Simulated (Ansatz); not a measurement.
Computed with DFT PBE, scalar-relativistic, plane waves, PAW in Ansatz 0.2.0. Settings: cutoff 420 eV, Γ-centred meshes spaced at most about 0.3 Å⁻¹, and about 0.25 Å⁻¹ or finer for metals (2π included), Gaussian smearing. Collinear spin in cells that started with moments and kept them past the coarse steps, no spin elsewhere.

Each of these unrelaxed guesses is relaxed in cell and atoms within its symmetry. A guess keeps its type if space group and coordination stay and the shape of the cell changes little (axis ratios within about 15 %, angles within 6°); the volume may change.

1. NaH6Os2

```
CELL_PARAMETERS angstrom
-1.53773 3.25923 4.14468
1.53773 -3.25923 4.14468
1.53773 3.25923 -4.14468
ATOMIC_POSITIONS crystal
Na 0.50000 0.00000 0.50000
H 0.86093 0.50000 0.36093
H 0.13907 0.50000 0.63907
H 0.96126 0.69714 0.26412
H 0.56698 0.30286 0.26412
H 0.43302 0.69714 0.73588
H 0.03874 0.30286 0.73588
Os 0.84530 0.84530 0.00000
Os 0.15470 0.15470 0.00000
```

2. B6Pd

```
CELL_PARAMETERS angstrom
3.85901 0.00000 0.00000
0.00000 3.85901 0.00000
0.00000 0.00000 3.85901
ATOMIC_POSITIONS crystal
B 0.28974 0.00000 0.50000
B 0.71026 0.00000 0.50000
B 0.50000 0.28974 0.00000
B 0.50000 0.71026 0.00000
B 0.00000 0.50000 0.28974
B 0.00000 0.50000 0.71026
Pd 0.50000 0.50000 0.50000
```

3. AgRuF4 (collinear spin from parallel moments)

```
CELL_PARAMETERS angstrom
3.66300 0.00000 0.00000
0.00000 3.66300 0.00000
0.00000 0.00000 6.14949
ATOMIC_POSITIONS crystal
Ag 0.50000 0.50000 0.50000
Ru 0.00000 0.00000 0.00000
F 0.00000 0.00000 0.69916
F 0.50000 0.00000 0.00000
F 0.00000 0.50000 0.00000
F 0.00000 0.00000 0.30084
```

4. InFe2B (collinear spin from parallel moments)

```
CELL_PARAMETERS angstrom
4.55400 0.00000 0.00000
0.00000 4.55400 0.00000
0.00000 0.00000 4.13051
ATOMIC_POSITIONS crystal
In 0.50000 0.50000 0.50000
Fe 0.50000 0.00000 0.00000
Fe 0.00000 0.50000 0.00000
B 0.00000 0.00000 0.00000
```

Q: Which guesses survive the relaxation?

A: Guesses 2, 3 and 4 keep their type.

| guess | kept | start group | end group | V start (Å³/atom) | V end | b/a and c/a, end over start | nearest neighbours start | nearest neighbours end |
| --- | --- | --- | --- | --- | --- | --- | --- | --- |
| 1 | no | Immm | Immm | 9.2 | 10.9 | 1.00, 1.91 | H 3, Na 18, Os 10 | H 1/3, Na 6, Os 8 |
| 2 | yes | Pm-3 | Pm-3 | 8.2 | 8.5 | 1.00, 1.00 | B 1, Pd 12 | B 1, Pd 12 |
| 3 | yes | P4/mmm | P4/mmm | 13.8 | 17.0 | 1.00, 1.00 | Ag 8, F 1/2, Ru 6 | Ag 8, F 1/2, Ru 6 |
| 4 | yes | P4/mmm | P4/mmm | 21.4 | 14.5 | 1.00, 1.14 | B 4, Fe 2, In 8 | B 4, Fe 2, In 8 |

Neighbours count within 15 % of an atom's shortest distance; end groups are read at 0.02 Å (0.05 Å in metals).

No dispersion correction is applied, so the spacing and binding between layers, chains or molecules are poorly described (NaH6Os2 Immm, AgRuF4 P4/mmm). These runs have no spin–orbit coupling, which can matter for Os. The magnetic state reached may not be the lowest. Cells relaxed within their symmetry can be saddle points.

In counts of neighbours, a slash parts the counts of unlike sites.
